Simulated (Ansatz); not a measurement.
A geometry of PbO2 away from equilibrium: step 2 of the relaxation of a relaxed PbO2 cell, doubled along one cell vector, shaken by Gaussian noise of σ = 0.08 Å a coordinate. Calculation: PBEsol (plane waves to 420 eV, PAW, scalar-relativistic; Ansatz, a program for electronic structure). Γ-centred k-mesh 7×4×9 on the run's cell (coarser than for final values), Fermi–Dirac smearing 0.05 eV.

```xyz
6
Lattice="-1.7910 1.7836 3.4968 3.5525 -3.5627 6.9764 1.7994 1.7897 -3.4957" Properties=species:S:1:pos:R:3:forces:R:3 pbc="T T T" free_energy=-25745.762 pressure_GPa=-0.3
Pb     0.2548     0.1352     0.0234   -0.8987    0.0036   -0.2824
Pb     1.9237    -1.7005     3.5274    0.5822   -0.1132    0.0367
O      0.0982     0.0049     2.7216    0.0771   -0.1024    0.0453
O      1.8264    -1.8224     6.1786   -0.1385    0.0691    1.3137
O     -0.0701     0.0891     4.2266    0.2018    0.0050    0.0973
O      1.7048    -1.8495     7.7804    0.1761    0.1377   -1.2105
```

Positions in Å, forces in eV/Å, free energy of the cell in eV (comparable only within this code, potentials and settings). Largest force: 1.32 eV/Å, on O4 (atoms numbered as listed); the geometry lies 0.11 eV/atom above the end of its relaxation.

The relaxed cell holds bonded O–O pairs (1.46 Å). No spin polarisation in the result.

The end of the path is a generated cell of PbO2: the first start was made by placing the elements on the sites of a structure type, and the end was not matched to a known phase here, so it may be hypothetical. Known forms of PbO2 include space group No. 136.
